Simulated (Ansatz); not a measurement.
# LiGa: stiffness from a series of strains

```yaml
crystal:
  lattice:
    - [0.00000, 3.08450, 3.08450]
    - [3.08450, 0.00000, 3.08450]
    - [3.08450, 3.08450, 0.00000]
  atoms:
    - { symbol: Li, position: [0.00000, 0.00000, 0.00000] }
    - { symbol: Li, position: [0.25000, 0.25000, 0.25000] }
    - { symbol: Ga, position: [0.50000, 0.50000, 0.50000] }
    - { symbol: Ga, position: [0.75000, 0.75000, 0.75000] }
```

Atoms are numbered in the order listed.

Conventional cell: a = 6.169 Å, b = 6.169 Å, c = 6.169 Å, α = 90.00°, β = 90.00°, γ = 90.00°. Around Li (atom 1) lie 4 Ga at 2.67 Å and 4 Li at 2.67 Å. Ga (atom 3) has 4 Li at 2.67 Å and 4 Ga at 2.67 Å as nearest neighbours.

The cell is COD entry 1540165, as deposited and not checked against the literature; nothing was relaxed.

Computed with DFT, PBEsol, all-electron LAPW, scalar-relativistic in Ansatz 0.2.0.

Sampling and basis: a Γ-centred 12×12×12 k mesh, Fermi–Dirac smearing of 0.05 eV, basis error target 0.5 meV/atom, no spin polarisation.

The strain is applied along the Cartesian axes of the cell as listed (the other components stay zero). Fractional coordinates are held (clamped ions).

σ is the change of stress from the unstrained cell, which is at -0.29 GPa; tension is positive, so slopes are stress–strain coefficients at that pressure. In a metal the k mesh adds noise.

Only quantities that a quadratic follows smoothly over the whole series are listed; rougher ones are left out.

```csv
εxx = εyy,σzz (GPa),σxx (GPa)
-0.0200,-1.53,-2.30
0.0000,0.00,0.00
0.0100,0.74,0.93
0.0200,1.40,1.78
```

Problem. Fit the series and read off the stiffness at zero strain.

Solution. Least-squares fits y = p0 + p1 x + p2 x² to the rows give σzz (GPa): p1 = 73.4, p2 = -180; σxx (GPa): p1 = 102, p2 = -630. So 2 C12 = 73 GPa and C11 + C12 = 102 GPa.

Problem. One run, at εxx = εyy = -0.0100, is withheld. Predict its row.

Solution. The fits give -0.74, -1.09; the run gave -0.77, -1.06.
